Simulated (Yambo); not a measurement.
G0W0@LDA for BaCuSF (space group P4/nmm, No. 129) in Yambo. Reference settings: 4×4×1 Γ-centred k mesh, bands 9 to 182 and a 6 Ry block in the screening, 182 bands in G with the Bruneval-Gonze terminator, plasmon pole fitted at 27.2 eV. The LDA gap Γ → Γ on this mesh is 1.48 eV; G0W0 gaps are taken between the same points.

With and without the terminator, as bands are cut:

```csv
bands in G (in W),"gap, terminator (eV)","gap, none (eV)","valence shift, terminator (eV)","valence shift, none (eV)"
63 (63),3.308,3.326,-0.390,-0.045
83 (83),3.057,3.065,-0.411,-0.073
112 (112),2.884,2.856,-0.490,-0.206
145 (145),2.812,2.778,-0.541,-0.303
182 (182),2.765,2.722,-0.584,-0.375
```

Over this range the gap spans 0.543 eV with the terminator and 0.604 eV without, the valence shift 0.194 eV and 0.330 eV. Neither column has reached its limit for certain.

Geometry of the Materials Project entry, not relaxed at this level; primitive cell a = b = 4.130 Å, c = 9.106 Å, α = β = γ = 90.00°.

The structure is a Materials Project entry; no match was found in the copy of COD used, and its stability was not checked.

A shift is the quasiparticle energy of the state minus its LDA energy.
